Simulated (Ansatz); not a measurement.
Ba₂CdMoO₆ in space group Fm-3m (No. 225; Ba on 8c, Cd on 4b, Mo on 4a, O on 24e), DFT-r²SCAN in the program Ansatz with PAW potentials. The conduction-band minimum lies at X, with 3 equivalent valleys. Second derivatives d²E/dk² of the lowest band at one valley (eV·Å²), along Cartesian directions:

```tsv
direction	d²E/dk²
[100]	3.243
[010]	4.463
[001]	4.463
[110]	3.852
[101]	3.852
[011]	4.458
```

Task: Find the principal effective masses, the density-of-states mass and the conductivity mass.

Result: Off-diagonal terms follow from H_xy = H[110] − (H_xx + H_yy)/2, and m*/mₑ = 7.620 eV·Å² over each eigenvalue: 1.7, 1.7, 2.3. One valley's DOS mass (m₁m₂m₃)^(1/3) = 1.9, conductivity mass 3/(Σ 1/mᵢ) = 1.9 mₑ.

Task: What effective density of states Nc follows at 300 K for parabolic valleys?

Result: Nc = 2.509e19 × 3 × (1.9)^(3/2) ≈ 2.0e20 cm⁻³.

The first step of the workflow began from a Materials Project structure, measured or hypothetical; the Crystallography Open Database copy checked does not list it. Its standing as an ambient phase is unchecked. The cell was relaxed with r²SCAN under the symmetry of its start; its stability against distortions is not shown here. The run is not spin-polarised. No Hubbard U is applied. Scalar-relativistic: spin–orbit coupling is off unless named, which matters more the heavier the elements.

Potentials: the later of the program's two PAW sets.

Edges and masses are those of Kohn–Sham bands, whose gap is no quasiparticle gap.
